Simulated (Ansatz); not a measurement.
Ga4P3N, ordered on the zincblende lattice (R3m) with 8 atoms a cell: a band-structure calculation in the plane-wave code Ansatz (PBE). The geometry is the r2SCAN minimum.

```yaml
crystal:
  lattice:
    - [1.8530289501, 1.0698467632, 12.0908073102]
    - [-1.8530289501, 1.0698467632, 12.0908073102]
    - [0.0, -2.1396935264, 12.0908073102]
  atoms:
    - { symbol: "N", position: [-0.0007666994, -0.0007666994, -0.0007666994] }
    - { symbol: P, position: [0.7451819974, 0.7451819974, 0.7451819974] }
    - { symbol: P, position: [0.4998387362, 0.4998387362, 0.4998387362] }
    - { symbol: P, position: [0.2546480415, 0.2546480415, 0.2546480415] }
    - { symbol: Ga, position: [0.6803905591, 0.6803905591, 0.6803905591] }
    - { symbol: Ga, position: [0.4352125312, 0.4352125312, 0.4352125312] }
    - { symbol: Ga, position: [0.1901272752, 0.1901272752, 0.1901272752] }
    - { symbol: Ga, position: [0.9453675588, 0.9453675588, 0.9453675588] }
kpoints:
  mp_grid: { grid: [8, 8, 8] }
  band_path:
    path:
      - [[0.0, 0.0, 0.0], [-0.5, -0.5, -0.5], [-0.5, -0.1718863156156, -0.8281136843844]]
      - [[-0.1718863156156, 0.1718863156156, -0.5], [-3.824457474604e-16, -2.410877616175e-16, -0.5], [0.0, 0.0, 0.0], [-6.496630913195e-16, 0.3359431578078, -0.3359431578078]]
      - [[-0.3359431578078, -1.994595515494e-16, -0.6640568421922], [-0.5, -5.810156570663e-17, -0.5], [0.0, 0.0, 0.0]]
    npoints: 10
hamiltonian:
  xc: pbe
scf:
  occupations: { method: fermi_dirac, width: 0.02 }
  n_extra_bands: 6
output:
  forces: true
  stress: true
  eigenvalues: true
```

The output follows, shortened, with numbered blanks.
```
scf.n_extra_bands = 6 over 36 filled bands (N_el = 72.0): the run solves 42 bands
Functional definition: PBE
Crystal: 8 atoms, lattice volume = 143.817 Å³
Basis set: ecut = 420 eV, 2831 PW (Γ), FFT grids on a1−a3, a2−a3, a3
Symmetry: 6 space group operations
Space group: R3m (ITA 160)
k-points: 65 of 512 (time reversal used)
SCF 1 converged in 12 iterations: F = -17785.147298 eV  dr2 = 3.74e-8
Free energy (F): -17785.147298 eV
Internal energy: -17785.146637 eV  (E = F + TS)
E sigma→0 (E₀):  -17785.146968 eV
Entropy (-TS):   -0.000662 eV (-0.083 meV/atom)
[1]
--- Forces (eV/Å), atoms counted from 1 ---
[2]
--- Stress (GPa, compression-positive) ---
[3]
--- Band table (eV; the first three rows and the last of 65) ---
[4]
```

The rows of the band table are 0: (0, 0, 0) = Γ, 1: (0, 0, 1/8), 2: (0, 0, 1/4), 64: (-1/2, -1/2, -1/2) = T.

**Question.** Fill in the blanks. They hold the forces, the Fermi energy and the band table, the stress.

**Answer.**
```
[1]
Fermi energy:    7.924604 eV
[2]
  atom   1  N       0.00000      0.00000      0.15374
  atom   2  P       0.00000      0.00000    -0.01335
  atom   3  P       0.00000      0.00000    -0.04165
  atom   4  P       0.00000      0.00000    -0.06474
  atom   5  Ga      0.00000      0.00000    -0.06221
  atom   6  Ga      0.00000      0.00000      0.03982
  atom   7  Ga      0.00000      0.00000      0.04733
  atom   8  Ga      0.00000      0.00000    -0.05889
[3]
        2.932535       0.000000       0.000000
        0.000000       2.932535       0.000000
        0.000000       0.000000       3.159416
  P = ⅓ Tr σ = 3.0082 GPa (30.082 kbar)
[4]
  k-point 0: bands = […, 7.0801, 7.1292, 7.4257, 7.4257, 7.4608, 7.9277, 7.9277, 10.3951, 10.7443, 10.9300, …]
  k-point 1: bands = […, 6.2889, 6.6458, 6.6862, 7.1220, 7.2241, 7.6391, 8.2299, 11.0978, 11.2328, 11.5412, …]
  k-point 2: bands = […, 5.0649, 5.6256, 6.0244, 6.7074, 6.7279, 7.0918, 9.1263, 10.2228, 10.7745, 11.1695, …]
  k-point 64: bands = […, 7.0390, 7.0390, 7.5323, 7.5323, 7.8544, 7.8544, 8.1810, 10.3927, 10.7399, 11.0300, …]
```
The trailing digits, and the zero of the energies, depend on the potentials and thresholds.

PBE gives no gap: the lowest nominally empty band dips 0.08 eV below the top of the last filled one (its bottom at Γ–S₀ (0.10 of the way from Γ), the top at Γ), so the cell is a metal or semimetal at this level. The mean pressure at these positions is +3.01 GPa, compression counted positive. The largest force is 0.15 eV/Å.

Command: `ansatz run input.yaml --threads 4 --pin off --max-ram 6451MiB --backend cpu --events-out ev --progress --plain --runs-dir out`.

**Question.** It took 19 s on 4 threads of Arm Neoverse V2 (shared host), load about 0.5 per core. What peak of host memory did it reach?

**Answer.** About 0.6 GiB.

Note: simulated data, non-magnetic, for a generated structure that need not be the stable one.
